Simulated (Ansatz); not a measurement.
# SnSe, one structure, two calculations

Cell: a COD entry whose atoms were relaxed with PBE, the cell held.

Space group Pnma (No. 62); a = 11.4200, b = 4.1900, c = 4.4600 Å.

| site | Wyckoff | site symmetry | x | y | z |
| --- | --- | --- | --- | --- | --- |
| Sn | 4c | .m. | 0.1178 | 0.2500 | 0.1028 |
| Se | 4c | .m. | 0.3579 | 0.2500 | 0.0207 |

One atom of each set is listed.

First run. All values are calculated (Ansatz; DFT, PBE, plane waves and PAW, scalar-relativistic, 420 eV cutoff, Γ-centred 3×7×6 k-points, Fermi–Dirac smearing 0.02 eV), not measured.

| site | V_zz (10²¹ V/m²) | η |
| --- | --- | --- |
| Sn | -9.45 | 0.24 |
| Se | -5.18 | 0.03 |

Second run. The same atoms and settings, except that spin–orbit coupling is included (fully relativistic PAW files).

Question: What does the second run give?

Answer: 

```json
{"site": "Sn", "V_zz": "-9.46", "η": "0.24", "change of V_zz": "-0.01"}
{"site": "Se", "V_zz": "-5.18", "η": "0.03", "change of V_zz": "0.00"}
```

No V_zz moves by more than 0.01.
